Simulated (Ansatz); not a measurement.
Values for one crystal, relaxed and computed with r²SCAN (plane waves, PAW; program Ansatz); other levels are named.

| Property | Result |
|---|---|
| Volume per atom | 20.45 Å³ |
| Electronic character | metallic (no gap) |
| Formation energy from the elements (no fitted shifts) | -0.46 eV/atom |
| Density of states at the Fermi level | 0.28 states/eV per atom (mean over ±0.08 eV) |
| Bulk modulus (Birch–Murnaghan fit) | 83.6 GPa |
| Pressure derivative B′ | 5.1 |

Q: Which of these materials gives this?
A. CaGe2Au2, I4/mmm (Ca on 2a, Au on 4d, Ge on 4e)
B. LaFe2P2, I4/mmm (La on 2a, Fe on 4d, P on 4e)
C. Ti5Ge4, Pnma (Pearson symbol oP36)
D. YCo2Ge2, I4/mmm (Y on 2a, Co on 4d, Ge on 4e)

A: A, CaGe2Au2, I4/mmm (Ca on 2a, Au on 4d, Ge on 4e)

The workflow started from an entry of the Crystallography Open Database (COD). Whether it is the stable phase at ambient conditions was not checked. The cell was relaxed with r²SCAN under the symmetry of its start; whether a distortion lowers the energy is not shown. The references are the lowest solids computed at this level, not always the standard phases. Scalar-relativistic: spin–orbit coupling is off unless named, which matters more the heavier the elements.

Potentials: the later of the program's two PAW sets.
